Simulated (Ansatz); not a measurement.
MgO (rock salt, Fm-3m), DFT-LDA in the program Ansatz with PAW potentials: ε∞ = 3.18, cell volume 17.99 Å³. Infrared-active transverse modes:

```json
[
 {"ω_TO (cm⁻¹)": "408.4", "oscillator strength S_xx (e²/amu)": "0.4010"}
]
```

Problem. Compute the static dielectric constant.

Solution. Each mode adds (4.921e7/V) S/ω²: 6.58. So ε0 = 9.76.

Problem. What LO frequency does the Lyddane–Sachs–Teller relation give?

Solution. ω_LO = ω_TO √(ε0/ε∞) = 715 cm⁻¹.

The LDA relaxation kept the symmetry of its start; phonons on a q-mesh show no instability.

Potentials: the later of the program's two PAW sets.
